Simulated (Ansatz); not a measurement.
LiH: do energies and stresses tell the same story?

Computed with Ansatz, DFT r2SCAN, scalar-relativistic, plane waves, PAW.

Plane waves to 500 eV, a k mesh through Γ of 10×10×10 on the computed 2-atom cell and Gaussian smearing (0.02 eV); no spin polarisation.

Relaxed cell: Fm-3m, a = 4.005 Å, b = 4.005 Å, c = 4.005 Å, α = 90.00°, β = 90.00°, γ = 90.00°, 2 atoms in the primitive cell.

Energies at zero smearing and pressures from the stress tensor, at volumes with shape and atoms relaxed:
```
V (Å³/atom) E − E(first) (meV/atom) P (GPa)
      7.065                     0.00     5.75
      7.306                    -7.31     4.02
      7.546                   -12.19     2.50
      7.787                   -14.94     1.18
      8.028                   -15.82     0.02
      8.269                   -15.07    -1.00
      8.510                   -12.88    -1.90
      8.831                    -8.02    -2.93
```

Check P = −dE/dV between neighbouring volumes, and get the bulk modulus from the pressures alone.

With 1 eV/Å³ = 160.2 GPa:
| middle V (Å³/atom) | −ΔE/ΔV (GPa) | mean P (GPa) |
| --- | --- | --- |
| 7.185 | 4.864 | 4.885 |
| 7.426 | 3.246 | 3.261 |
| 7.667 | 1.829 | 1.843 |
| 7.908 | 0.588 | 0.601 |
| 8.148 | -0.500 | -0.489 |
| 8.389 | -1.458 | -1.447 |
| 8.670 | -2.426 | -2.411 |

The two differ by 0.02 GPa at most. The mean of two end pressures misses the average over a step by about ΔV² P″/12, up to 0.02 GPa here; with that taken off 0.00 GPa remains. Around V = 8.028 Å³/atom, the two neighbours give B = −V ΔP/ΔV = 8.028 × 2.18 / 0.482 = 36.3 GPa, against B0 = 36.2 GPa from the Birch–Murnaghan fit of the energies.